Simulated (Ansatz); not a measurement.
Relaxed GaSb (zinc blende):

```
CELL_PARAMETERS angstrom
      0.00000     3.05574     3.05574
      3.05574     0.00000     3.05574
      3.05574     3.05574     0.00000
ATOMIC_POSITIONS crystal
  Sb 0.75000 0.75000 0.75000
  Ga 0.00000 0.00000 0.00000
```

In this cell atom 1 (Sb, nearest neighbour Ga at 2.646 Å; its periodic images, 4.3 Å or more away, move with it) is moved by s along Cartesian x, unit vector (1.000, 0.000, 0.000); all other atoms and the cell stay fixed.

All values below come from PBEsol (plane waves to 420 eV, PAW, scalar-relativistic; Ansatz, a first-principles code). k mesh 11×11×11 (Γ-centred), Fermi-Dirac smearing 0.05 eV. E stands for the smeared free energy. With partly filled bands, energies and forces of such displacements shift with the k mesh and the smearing. At this level the bands of GaSb touch or barely overlap; measurements give the solid a gap. GaSb was relaxed with its symmetry unable to fall. Spin-orbit coupling is left out, though Sb is heavy. The zero of ΔE is the undisplaced structure.

What ΔE (meV/cell) does the calculation give at s (Å) = -0.208, -0.052, 0.052, 0.156, 0.208, 0.260?


```json
[
 {"s (Å)": "-0.208", "ΔE (meV/cell)": "166"},
 {"s (Å)": "-0.052", "ΔE (meV/cell)": "11"},
 {"s (Å)": "0.052", "ΔE (meV/cell)": "11"},
 {"s (Å)": "0.156", "ΔE (meV/cell)": "94"},
 {"s (Å)": "0.208", "ΔE (meV/cell)": "166"},
 {"s (Å)": "0.260", "ΔE (meV/cell)": "258"}
]
```

(For displaced atoms, the force is minus the slope of the energy, and its curvature is a force constant, which sets phonon frequencies.)
